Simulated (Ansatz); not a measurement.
TiGe2 in space group Fddd (No. 70; Ti on 8b, Ge on 16f) at seven volumes, PBEsol (plane waves, PAW; program Ansatz), shape and atoms relaxed at each. One row is withheld.

```csv
V (Å³/atom),P (GPa)
14.102,14.46
14.567,8.81
15.032,4.04
15.497,-0.01
15.962,-3.43
16.427,?
16.892,-8.65
```

### Question
Fit the shown pressures and predict the withheld one.

### Answer
P = (3/2)B₀(x^(7/2) − x^(5/2))[1 + (3/4)(B′ − 4)(x − 1)] with x = (V₀/V)^(2/3). Least squares on the six rows gives V₀ = 15.496 Å³/atom, B₀ = 123 GPa, B′ = 4.69. At V = 16.427, x = 0.9619 and P = -6.26 GPa. The run itself gave -6.29 GPa.

The first step of the workflow began from a Materials Project structure, measured or hypothetical; the Crystallography Open Database files this formula in space group No. 70, but the cells were not matched. Whether it is the stable phase at ambient conditions was not checked. Symmetry was held in the PBEsol relaxation; of distortions, only those at the zone centre were tested. The run is not spin-polarised.

Potentials: the later of the program's two PAW sets.
